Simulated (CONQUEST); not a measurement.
A self-consistent single point of Ag (I4/mmm, 4 atoms in the cell; from Materials Project mp-124, changed as shown) with CONQUEST.

All values come from this method and carry its errors: PBE, numerical atomic orbitals double-zeta with polarisation (the shipped basis), PseudoDojo norm-conserving potentials made for PBE (CONQUEST 1.3).

The change in words: lattice vector c scaled by 1.02. Reference geometry (Fm-3m):
```
Ag
1.0
    4.10436     0.00000     0.00000
    0.00000     4.10436     0.00000
    0.00000     0.00000     4.10436
Ag
4
Direct
  0.00000   0.00000   0.00000
  0.00000   0.50000   0.50000
  0.50000   0.00000   0.50000
  0.50000   0.50000   0.00000
```

Reference input (self-consistent single point, DFT, PBE, numerical atomic orbitals double-zeta with polarisation (the shipped basis), PseudoDojo norm-conserving potentials made for PBE): basis = DZP; Diag.MPMeshX, Y, Z = 4 4 4; potentials = PseudoDojo norm-conserving PBE; Grid.GridCutoff = 140 Ha; DM.SolutionMethod = diagon; Diag.kT = 0.003675 Ha; Diag.GammaCentred = true; minE.SCTolerance = 1.0e-06; SC.MaxIters = 100; SC.LinearMixingFactor = 0.5; SC.KerkerPreCondition = true; SC.KerkerFactor = 0.5 1/bohr. This run's input differs from it in these lines:

```diff
@@ -32,7 +32,7 @@
      0.000000000      7.756116317      0.000000000
-     0.000000000      0.000000000      7.756116317
+     0.000000000      0.000000000      7.911238265
 4
     0.000000000     0.000000000     0.000000000  1 T T T
-    0.000000000     3.878058158     3.878058158  1 T T T
-    3.878058158     0.000000000     3.878058158  1 T T T
+    0.000000000     3.878058158     3.955619133  1 T T T
+    3.878058158     0.000000000     3.955619133  1 T T T
     3.878058158     3.878058158     0.000000000  1 T T T
```

The program printed (abridged):

```
    PulayMixSC: Starting Pulay mixing, A_up =  0.500 A_dn =  0.500
    PulayMixSC: Spin non-polarised calculation.
    PulayMixSC: with Kerker preconditioning, q0 =  0.500
          Harris-Foulkes Energy            :      -620.086662173687046 Ha
          Free Energy (E-TS)               :      -620.087842696099301 Ha
    PulayMixSC: Pulay iteration     1 residual:              0.21262E-02
          Harris-Foulkes Energy            :      -620.068281926098507 Ha
          Free Energy (E-TS)               :      -620.069390768887274 Ha
    PulayMixSC: Pulay iteration     2 residual:              0.16055E-02
   [... lines left out ...]
          Free Energy (E-TS)               :      -620.042199260532243 Ha
    PulayMixSC: Pulay iteration    11 residual:              0.19406E-05
          Harris-Foulkes Energy            :      -620.041038039271484 Ha
          Free Energy (E-TS)               :      -620.042199597460353 Ha
    PulayMixSC: Pulay iteration    12 residual:              0.10922E-05
          Harris-Foulkes Energy            :      -620.041037800278559 Ha
          Free Energy (E-TS)               :      -620.042199313502238 Ha
    PulayMixSC: Pulay iteration    13 residual:              0.67523E-06
    PulayMixSC: Reached SCF tolerance of  0.67523E-06 after     13 iterations
      | Number of electrons      =        76.000056
      | GS Energy as E-(1/2)TS   =      -620.041618556890398 Ha
      | Free Energy as E-TS      =      -620.042199313502238 Ha
      |* Harris-Foulkes energy   =      -620.041037800278559 Ha
      |* DFT total energy        =      -620.041037805285669 Ha

    force: Forces on atoms (Ha/a0)
    force:  Atom   X              Y              Z
    force:     1  -0.0000000000  -0.0000000000   0.0000000000
    force:     2  -0.0000000000   0.0000000028  -0.0000000048
    force:     3   0.0000000028  -0.0000000000  -0.0000000048
    force:     4   0.0000000028   0.0000000028   0.0000000000

    force: Maximum force :        0.00000000(Ha/a0) on atom         2 in z direction
    force: Force Residual:        0.00000000 Ha/a0
    force: Total stress:         -2.33038596    -2.33038596    -1.51048407 GPa
    force: Average pressure:      2.05708533 GPa

    get_E_and_F: Change in energy during last step of electronic optimisation:  0.23899E-06
```

The run converged in 13 iterations. CONQUEST prints the stress tensor with tension positive. Against the reference run the free energy goes down by 5.2 meV/atom and the pressure goes from 4.17 to 2.06 GPa.

The program uses no crystal symmetry, so grid and mesh can part values that symmetry would make equal. The atom-centred basis is finite, which shifts total energies and pressures against plane waves. The structure comes from a collection of computed structures, made at another level of theory; the collection holds predicted forms beside known ones. No clean gap shows at this smearing width and mesh (spacing up to 0.38 Å⁻¹); the mesh is coarse for partly filled bands, so the values carry mesh errors.

Cost on one core: very roughly 90 core-seconds.
